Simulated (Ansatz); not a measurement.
Ir (fcc (Cu type)), relaxed and computed with several functionals in Ansatz (plane waves, PAW). Much of their spread follows the volume that each gives.

```tsv
functional	V (Å³/atom)	K_Hill (GPa)
PBEsol	14.05	387
r²SCAN+D4	14.10	387
LDA	13.84	405
PBE+D3(BJ)	14.16	?
PBE	14.50	348
```

Problem. Fit a straight line to ln K against ln V and predict the withheld value.

Solution. Least squares on the 4 shown rows: ln K = -3.29 × ln V + (14.654), with a scatter of 0.6 %. For PBE+D3(BJ) this gives 378. The run itself gave 374, a miss of 1.1 % of that.

All cells were relaxed under the symmetry of their starts (and spin orders); stability against distortions was not tested throughout. Rows with no word on spin ran without spin polarisation. Scalar-relativistic: spin–orbit coupling is off unless named, which matters more the heavier the elements.

Potentials: the later of the program's two PAW sets.

Ansatz (a quantum-chemistry and plane-wave program) is a plane-wave DFT program.
